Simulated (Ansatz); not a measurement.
Fe:
```cif
data_Fe4
_chemical_formula_sum 'Fe4'
_space_group_name_H-M_alt 'Cmcm'
_space_group_IT_number 63
_space_group_name_Hall '-C 2c 2'
_cell_length_a 2.41585
_cell_length_b 4.72508
_cell_length_c 4.26927
_cell_angle_alpha 90.000
_cell_angle_beta 90.000
_cell_angle_gamma 90.000
loop_
_atom_site_label
_atom_site_type_symbol
_atom_site_symmetry_multiplicity
_atom_site_Wyckoff_symbol
_atom_site_fract_x
_atom_site_fract_y
_atom_site_fract_z
_atom_site_occupancy
Fe1 Fe 4 c 0.00000 0.13598 0.75000 1
```
(The calculation used a cell of 2 atoms; values per cell refer to that cell.)
The run is spin-polarised.

Relaxed at zero pressure with DFT-r²SCAN in the program Ansatz with PAW potentials.

Question: The volume is lowered by 6 % and shape and atoms relax at that volume. What pressure results, and how do the axes share the change?

Answer: 10.5 GPa; a -1.8 %, b -2.6 %, c -1.7 %; the energy rises by 24 meV/atom.

Question: Give the new structure.

Answer: 
Space group Cmcm (No. 63); a = 2.3712 Å, b = 4.6015 Å, c = 4.1985 Å, α = 90.00°, β = 90.00°, γ = 90.00°

```tsv
atom	site	symmetry	x	y	z
Fe	4c	m2m	0.0000	0.1356	0.7500
```

The phase is kept; no other phase was compared at this pressure.

The start of the workflow was typed in or built on a structure type; neither database checked (COD, Materials Project) lists it. It is not the phase usual at ambient conditions (space group No. 229). Symmetry was held in the r²SCAN relaxation; whether a distortion lowers the energy is not shown. Magnetic state: ferromagnetic, chosen from 5 collinear starts compared on coarse meshes (ties went to the first, and starts can fall back to one state), not a proven ground state. Other orbital occupations within this spin state were not tried. Axis ratios of metals converge slowly with the k-mesh, so a and c are less sure than the volume.

Potentials: the later of the program's two PAW sets.
